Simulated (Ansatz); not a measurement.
### Question
Each is relaxed and computed with the program Ansatz at the r²SCAN level (PAW). Which is the only metal?
A. YSi3Ir, I4mm (Y on 2a, Si on 2a, Si on 4b, Ir on 2a)
B. Y2CI2, P-3m1 (Y on 2d, C on 1a, I on 2d)
C. YHSe, P-6m2 (Y on 1a, H on 1c, Se on 1f)
D. Si3N4, Fd-3m (Si on 16c, Si on 8b, N on 32e)

### Answer
A, YSi3Ir, I4mm (Y on 2a, Si on 2a, Si on 4b, Ir on 2a). YSi3Ir: metal; YHSe: gap 2.07 eV (indirect); Si3N4: gap 4.03 eV; Y2CI2: gap 0.85 eV (indirect). Standing as an ambient phase not checked: YSi3Ir, I4mm (Y on 2a, Si on 2a, Si on 4b, Ir on 2a); YHSe, P-6m2 (Y on 1a, H on 1c, Se on 1f); Y2CI2, P-3m1 (Y on 2d, C on 1a, I on 2d). Weakly bound layers, chains or molecules computed without a dispersion correction, so cells and soft constants are ill determined: Y2CI2, P-3m1 (Y on 2d, C on 1a, I on 2d). All cells were relaxed under the symmetry of their starts (and spin orders); stability against distortions was not tested throughout. Rows with no word on spin ran without spin polarisation. Spin–orbit coupling is left out wherever it is not named.

Potentials: the later of the program's two PAW sets.
